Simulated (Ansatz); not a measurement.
CuI (wurtzite)

```xyz
4
Lattice="4.1865 0.0000 0.0000 -2.0933 3.6256 0.0000 0.0000 0.0000 6.8972" Properties=species:S:1:pos:R:3 pbc="T T T"
Cu     2.0933     1.2085     6.0262
Cu     0.0000     2.4171     2.5776
I      2.0933     1.2085     3.4575
I      0.0000     2.4171     0.0089
```

The slice is a (0001) plane (indices of the conventional cell) through the point (0.333, 0.667, 0.374) (fractional), spanned by u = [110] and v = [1 -1 0] in vectors of this cell: u (4.19 Å) and v (7.25 Å, at 90° to u). It covers one period; positions are fractions (u, v).

Method: PBEsol (plane waves to 420 eV, PAW, scalar-relativistic; Ansatz, a first-principles code). k mesh 9×9×5. These are valence fields of a PAW run, semicore shells included where kept as valence: close to a nucleus they are smooth pseudo fields. CuI is run without spin polarisation. CuI was relaxed with its symmetry unable to fall. Spin-orbit coupling is left out, though I is heavy. The PAW data are Ansatz's earlier set. This is one of several known forms of CuI; the measured ambient cells at hand have space group No. 156 or 216.

Question: Sketch the density of the highest valence band (whole band, smooth part) on this plane as a map.

Answer: 
```
|1144551111112233221111115544|
|9988330011223344332211003388|
|6644111122334444443322111144|
|2211111122444433444422111111|
|0000001122444444444422110000|
|0000001122333333333322110000|
|0000000011222222222211000000|
|0000000011111100111111000000|
|0000000011222211222211000000|
|0000001133667766776633110000|
|0000001155995522559955110000|
|1111111144771100117744111111|
|3322111111554411445511111122|
|4433221100338899883300112233|
|4444332211114466441111223344|
|3344442211111122111111224444|
|4444442211000000000011224444|
|3333332211000000000011223333|
|2222221100000000000000112222|
|0011111100000000000000111111|
|1122221100000000000000112222|
|6677663311000000000011336677|
|2255995511000000000011559955|
|0011774411111111111111447711|
```
Scale: ten equal steps from 0.000 (start of '0') to 0.053 (end of '9'), in the order '0123456789'. Values: density of the highest valence band (whole band, smooth part) in e/Å³. The map has 14 points along u (two characters each, u = 0 at the left) and 24 along v (v = 0 in the bottom row).
